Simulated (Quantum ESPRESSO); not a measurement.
## Al3GeAs4 (input and log of a self-consistent run)

A calculation, not a measurement. The program is pw.x of Quantum ESPRESSO 7.5 (plane-wave density functional theory). The cell is made up: 8 atoms on a zincblende/diamond lattice, with randomly drawn elements, strain and displacements, not relaxed. PseudoDojo standard norm-conserving files (v0.5 for PBE, v0.4.1 for LDA and PBEsol) set the functional; there is no spin polarisation, spin-orbit coupling or dispersion term, and the masses in the input are unused placeholders. A spin-polarised start on this cell or one of its family kept no moment.

Input:

```
&control calculation='scf', pseudo_dir='./dojo.nc.sr.pbe.v0_5.standard.upf', outdir='./o', disk_io='low', tprnfor=.true., tstress=.true. /
&system ibrav=0, nat=8, ntyp=3, nbnd=52, ecutwfc=84.00895049, nosym=.true., tot_charge=0,
 occupations='smearing', smearing='fd', degauss=0.0073498644
/
&electrons conv_thr=7.350e-09, electron_maxstep=60, /
ATOMIC_SPECIES
Al 1.0 Al.upf
As 1.0 As.upf
Ge 1.0 Ge.upf
CELL_PARAMETERS angstrom
5.7011 0.0 0.0
0.0 5.7011 0.0
0.0 0.0 5.7011
ATOMIC_POSITIONS angstrom
Al -0.1614 0.0299 0.0143
Al -0.0444 2.8491 2.7877
Ge 2.9099 0.0046 2.7835
Al 2.8876 2.9152 -0.0321
As 1.4073 1.4105 1.5995
As 1.4309 4.2462 4.354
As 4.2289 1.4234 4.4186
As 4.2964 4.2205 1.4667
K_POINTS automatic
6 6 6 1 1 1
```

The log is shortened where brackets say so; the opening notice, blank lines, dates and the lines on written files are dropped, and the path of the files is cut. It prints rydbergs, bohrs and kilobars, and counts compression as positive stress.

```
     Program PWSCF v.7.5
     Parallel version (MPI & OpenMP), running on       4 processor cores
     Number of MPI processes:                 4
     Threads/MPI process:                     1
     [start-up lines left out]
     bravais-lattice index     =            0
     lattice parameter (alat)  =      10.7735  a.u.
     unit-cell volume          =    1250.4680 (a.u.)^3
     number of atoms/cell      =            8
     number of atomic types    =            3
     number of electrons       =        83.00
     number of Kohn-Sham states=           52
     kinetic-energy cutoff     =      84.0090  Ry
     charge density cutoff     =     336.0358  Ry
     scf convergence threshold =      7.3E-09
     mixing beta               =       0.7000
     number of iterations used =            8  plain     mixing
     Exchange-correlation= PBE
                           (   1   4   3   4   0   0   0)
     [axes and pseudopotential details left out]
   Cartesian axes
     site n.     atom                  positions (alat units)
         1        Al     tau(   1) = (  -0.0283103   0.0052446   0.0025083  )
         2        Al     tau(   2) = (  -0.0077880   0.4997457   0.4889758  )
         3        Ge     tau(   3) = (   0.5104103   0.0008069   0.4882391  )
         4        Al     tau(   4) = (   0.5064987   0.5113399  -0.0056305  )
         5        As     tau(   5) = (   0.2468471   0.2474084   0.2805599  )
         6        As     tau(   6) = (   0.2509867   0.7448036   0.7637123  )
         7        As     tau(   7) = (   0.7417691   0.2496711   0.7750434  )
         8        As     tau(   8) = (   0.7536090   0.7402957   0.2572661  )
     number of k points=   108  Fermi-Dirac smearing, width (Ry)=  0.0073
     Number of k-points >= 100: set verbosity='high' to print them.
     Dense  grid:   130195 G-vectors     FFT dimensions: (  64,  64,  64)
     Estimated max dynamical RAM per process >     533.69 MB
     Estimated total dynamical RAM >       1.99 GB
     Initial potential from superposition of free atoms
     starting charge      82.9909, renormalised to      83.0000
     Starting wfcs are   57 randomized atomic wfcs
     total cpu time spent up to now is       10.3 secs
     per-process dynamical memory:   456.3 Mb
     Self-consistent Calculation
     iteration #  1     ecut=    84.01 Ry     beta= 0.70
     Davidson diagonalization with overlap
     ethr =  1.00E-02,  avg # of iterations =  4.4
     Threshold (ethr) on eigenvalues was too large:
     Diagonalizing with lowered threshold
     Davidson diagonalization with overlap
     ethr =  2.52E-04,  avg # of iterations =  7.2
     total cpu time spent up to now is       75.6 secs
     total energy              =   -1041.16340722 Ry
     estimated scf accuracy    <       0.21878887 Ry
     iteration #  2     ecut=    84.01 Ry     beta= 0.70
     Davidson diagonalization with overlap
     ethr =  2.64E-04,  avg # of iterations =  2.1
     total cpu time spent up to now is       99.4 secs
     total energy              =   -1041.18882575 Ry
     estimated scf accuracy    <       0.04346204 Ry
     iteration #  3     ecut=    84.01 Ry     beta= 0.70
     Davidson diagonalization with overlap
     ethr =  5.24E-05,  avg # of iterations =  3.5
     total cpu time spent up to now is      127.4 secs
     total energy              =   -1041.19803861 Ry
     estimated scf accuracy    <       0.01449081 Ry
     iteration #  4     ecut=    84.01 Ry     beta= 0.70
     Davidson diagonalization with overlap
     ethr =  1.75E-05,  avg # of iterations =  4.4
     total cpu time spent up to now is      154.0 secs
     total energy              =   -1041.20171202 Ry
     estimated scf accuracy    <       0.00218335 Ry
     iteration #  5     ecut=    84.01 Ry     beta= 0.70
     Davidson diagonalization with overlap
     ethr =  2.63E-06,  avg # of iterations =  7.5
     total cpu time spent up to now is      181.6 secs
     total energy              =   -1041.20208505 Ry
     estimated scf accuracy    <       0.00005304 Ry
     iteration #  6     ecut=    84.01 Ry     beta= 0.70
     Davidson diagonalization with overlap
     ethr =  6.39E-08,  avg # of iterations =  3.9
     total cpu time spent up to now is      208.0 secs
     total energy              =   -1041.20210343 Ry
     estimated scf accuracy    <       0.00001742 Ry
     iteration #  7     ecut=    84.01 Ry     beta= 0.70
     Davidson diagonalization with overlap
     ethr =  2.10E-08,  avg # of iterations =  2.1
     total cpu time spent up to now is      230.4 secs
     total energy              =   -1041.20210708 Ry
     estimated scf accuracy    <       0.00000181 Ry
     iteration #  8     ecut=    84.01 Ry     beta= 0.70
     Davidson diagonalization with overlap
     ethr =  2.18E-09,  avg # of iterations =  2.1
     total cpu time spent up to now is      253.8 secs
     total energy              =   -1041.20210737 Ry
     estimated scf accuracy    <       0.00000018 Ry
     iteration #  9     ecut=    84.01 Ry     beta= 0.70
     Davidson diagonalization with overlap
     ethr =  2.20E-10,  avg # of iterations =  3.6
     total cpu time spent up to now is      278.6 secs
     total energy              =   -1041.20210741 Ry
     estimated scf accuracy    <       0.00000002 Ry
     iteration # 10     ecut=    84.01 Ry     beta= 0.70
     Davidson diagonalization with overlap
     ethr =  2.06E-11,  avg # of iterations =  3.6
     total cpu time spent up to now is      307.6 secs
     End of self-consistent calculation
     Number of k-points >= 100: set verbosity='high' to print the bands.
     the Fermi energy is     8.3237 ev
!    total energy              =   -1041.20210741 Ry
     estimated scf accuracy    <          4.3E-09 Ry
     smearing contrib. (-TS)   =      -0.00427704 Ry
     internal energy E=F+TS    =   -1041.19783037 Ry
     The total energy is F=E-TS. E is the sum of the following terms:
     one-electron contribution =    -656.78261029 Ry
     hartree contribution      =     365.70529217 Ry
     xc contribution           =    -240.25734987 Ry
     ewald contribution        =    -509.86316238 Ry
     convergence has been achieved in  10 iterations
     Forces acting on atoms (cartesian axes, Ry/au):
     atom    1 type  1   force =     0.07078335   -0.02095801    0.03121697
     atom    2 type  1   force =     0.01620550   -0.01161870    0.06680474
     atom    3 type  3   force =    -0.01107108   -0.01216816    0.05823071
     atom    4 type  1   force =    -0.02831423   -0.02265122    0.04480703
     atom    5 type  2   force =    -0.01376412    0.01374465   -0.08288330
     atom    6 type  2   force =    -0.03578487    0.02476700   -0.02541851
     atom    7 type  2   force =     0.00535143    0.02622159   -0.05801595
     atom    8 type  2   force =    -0.00340599    0.00266285   -0.03474170
     Total force =     0.182659     Total SCF correction =     0.000348
     Computing stress (Cartesian axis) and pressure
          total   stress  (Ry/bohr**3)                   (kbar)     P=       36.08
   0.00025170  -0.00033980   0.00010328           37.03      -49.99       15.19
  -0.00033980   0.00028490  -0.00001962          -49.99       41.91       -2.89
   0.00010328  -0.00001962   0.00019912           15.19       -2.89       29.29
     init_run     :      9.60s CPU     10.05s WALL (       1 calls)
     electrons    :    295.28s CPU    297.38s WALL (       1 calls)
     forces       :      3.49s CPU      3.50s WALL (       1 calls)
     stress       :     12.35s CPU     12.35s WALL (       1 calls)
     [timing details left out]
     PWSCF        :   5m21.16s CPU   5m23.79s WALL
     JOB DONE.
```

In other units: free energy -14166.276 eV for the cell, pressure 3.61 GPa, largest force component 2.131 eV/Å. A rerun of the same cell at another strain at 1437 eV and a 8 x 8 x 8 mesh moved values by no more than 0.007 eV in energy, 0.02 GPa in stress and 0.013 eV/Å in force.